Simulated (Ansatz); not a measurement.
Bands of GdO

```
CELL_PARAMETERS angstrom
0.00000 2.70000 2.70000
2.70000 0.00000 2.70000
2.70000 2.70000 0.00000
ATOMIC_POSITIONS crystal
Gd 0.00000 0.00000 0.00000
O 0.75000 0.75000 0.75000
```

Atoms are numbered in the order listed.

The cell is COD entry 1539084, as deposited and not checked against the literature; nothing was relaxed.

Where the f shell is localised, expect the real compound to differ from this run without U.

Other magnetic orders may lie lower; this is the state that the run reached.

Spin–orbit coupling is left out, though it moves levels of the heavy atoms by tenths of an eV or more.

These are results of DFT, PBE, all-electron LAPW, scalar-relativistic (Ansatz 0.2.0), not measurements.

Numerical set-up: a Γ-centred 12×12×12 k mesh, Fermi–Dirac smearing of 0.08 eV, basis error target 1 meV/atom, spin-polarised from start moments Gd1 7 μB, ending with a cell moment of 7.51 μB.

Points in fractions of the reciprocal vectors of this cell: Γ (0, 0, 0), X (-0.5, -0.5, 0), U (-0.375, -0.375, 0.25), K (-0.375, 0, 0.375), L (0, 0, 0.5), W (-0.5, -0.25, 0.25). The path joins them by straight lines in the order Γ–X–U–K–Γ–L–W–X; legs that retrace an earlier one aren't tabulated. Energies are in eV from the Fermi level.

(1) Is there a gap?

(2) List the levels between -5 and 4.5 eV at the symmetry points.

## Answers

(1) none: bands cross the Fermi level, a metal.

(2) 
Γ spin-up: -4.69, -4.61 (×3), -4.48 (×3), -2.14, 2.60 (×2)
Γ spin-down: -1.42, 0.45 (×3), 0.66 (×3), 0.89, 3.68 (×2)
X spin-up: -4.70, -4.65 (×2), -4.64, -4.42, -4.06 (×2), -0.85, 1.03, 4.17
X spin-down: -4.49 (×2), 0.28, 0.34, 0.47, 0.49 (×2), 0.67 (×2), 1.05, 1.92
U spin-up: -4.69, -4.67, -4.64, -4.63, -4.57, -4.14, -4.00, -0.87, 1.16, 2.86
U spin-down: -4.70, -4.69, 0.31, 0.40, 0.46, 0.48, 0.52, 0.68, 0.69, 0.89, 2.16, 4.07
K spin-up: -4.69, -4.67, -4.64, -4.63, -4.57, -4.14, -4.00, -0.87, 1.16, 2.86
K spin-down: -4.70, -4.69, 0.31, 0.40, 0.46, 0.48, 0.52, 0.68, 0.69, 0.89, 2.16, 4.07
L spin-up: -4.71, -4.65 (×2), -4.60, -4.42, -4.39 (×2), 0.22, 2.46 (×2), 3.01
L spin-down: 0.14, 0.34, 0.50 (×2), 0.56 (×2), 0.67, 2.00, 3.53 (×2), 3.97
W spin-up: -4.69, -4.67, -4.64, -4.62 (×2), -4.06, -4.02, -0.87, 0.74, 3.34, 4.34
W spin-down: -4.50, 0.34, 0.37, 0.45, 0.47, 0.55, 0.65, 0.78, 0.97, 1.66, 4.44
